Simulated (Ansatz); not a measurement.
Starting structure of a cell relaxation (symmetry kept):

```yaml
crystal:
  lattice:
    - [0.00000, 2.07906, 2.07906]
    - [2.07906, 0.00000, 2.07906]
    - [2.07906, 2.07906, 0.00000]
  atoms:
    - { symbol: Au, position: [0.00000, 0.00000, 0.00000] }
```

The calculation used Ansatz, DFT PBE+D3(BJ), scalar-relativistic, plane waves, PAW.

Cutoff 420 eV; k points 18×18×18 on the computed 1-atom cell (Γ-centred); Gaussian smearing, width 0.10 eV; no spin polarisation.

Question: What does it relax to?

Answer: The volume drops by 0.70 Å³/atom to 17.27 Å³/atom, and the energy falls by 13.4 meV/atom. Final structure:
```cif
data_structure
_symmetry_space_group_name_H-M 'Fm-3m'
_symmetry_Int_Tables_number 225
_cell_length_a 4.1031
_cell_length_b 4.1031
_cell_length_c 4.1031
_cell_angle_alpha 90.000
_cell_angle_beta 90.000
_cell_angle_gamma 90.000
_cell_volume 69.08
loop_
_atom_site_label
_atom_site_type_symbol
_atom_site_symmetry_multiplicity
_atom_site_Wyckoff_symbol
_atom_site_fract_x
_atom_site_fract_y
_atom_site_fract_z
_atom_site_occupancy
Au1 Au 4 a 0.00000 0.00000 0.00000 1
```

Spin–orbit coupling is left out, which can shift energies with elements as heavy as these.

Cost: 1 run of about 0.3 core-minutes, on Arm Neoverse V1 (shared hosts).